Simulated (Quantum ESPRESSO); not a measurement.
## Kohn-Sham bands of HgO (P3₂21)

```
HgO
1.0
    3.74731     0.00000     0.00000
   -1.87366     3.24527     0.00000
    0.00000     0.00000     8.89903
Hg O
3 3
Direct
  0.76533   0.76533   0.00000
  0.23467   0.00000   0.66667
  0.00000   0.23467   0.33333
  0.44492   0.44492   0.50000
  0.55508   0.00000   0.16667
  0.00000   0.55508   0.83333
```

Structure: Materials Project mp-1077107, symmetrised, not relaxed again. Not found in the COD (Crystallography Open Database) copy used, which has the formula in other groups; not checked further. Computed values, not measurements, from PBEsol: Quantum ESPRESSO (norm-conserving PseudoDojo potentials, cutoff 68 Ry, no spin polarisation, no spin-orbit coupling) on a Γ-centred 6×6×4 mesh, then Wannier90. Density: 12×12×4 mesh, Gaussian smearing 0.01 Ry. The cell is built of weakly bound layers, chains or molecules. Database cells relaxed without dispersion often hold them too far apart, which can enlarge gaps and weakens couplings between them; spacing and stacking were not compared with the measured crystal. Spin-orbit coupling is left out although heavy elements are present.

Energies are relative to the valence-band maximum; weights are on the orthonormalised atomic waves of the pseudopotential files, averaged over the group. 78 electrons a cell are treated as valence.

```json
[
 {"bands": "1–3", "from (eV)": "-113.50", "to (eV)": "-113.50", "filling": "filled", "weight on atomic waves": "___"},
 {"bands": "4–12", "from (eV)": "-61.90", "to (eV)": "-61.69", "filling": "filled", "weight on atomic waves": "___"},
 {"bands": "13–15", "from (eV)": "-17.23", "to (eV)": "-16.40", "filling": "filled", "weight on atomic waves": "___"},
 {"bands": "16–30", "from (eV)": "-7.23", "to (eV)": "-4.45", "filling": "filled", "weight on atomic waves": "___"},
 {"bands": "31–39", "from (eV)": "-3.52", "to (eV)": "0.00", "filling": "filled", "weight on atomic waves": "___"}
]
```

Question: Which atomic shells make up each group?

Answer: 
- 1–3, weight on atomic waves: Hg 5s 100 %
- 4–12, weight on atomic waves: Hg 5p 100 %
- 13–15, weight on atomic waves: O 2s 89 %, Hg 6s 5 %, Hg 5d 5 %
- 16–30, weight on atomic waves: Hg 5d 88 %, O 2p 10 %
- 31–39, weight on atomic waves: O 2p 67 %, Hg 5d 16 %, Hg 6s 13 %

The Kohn-Sham gap over both meshes and the path is 1.22 eV.
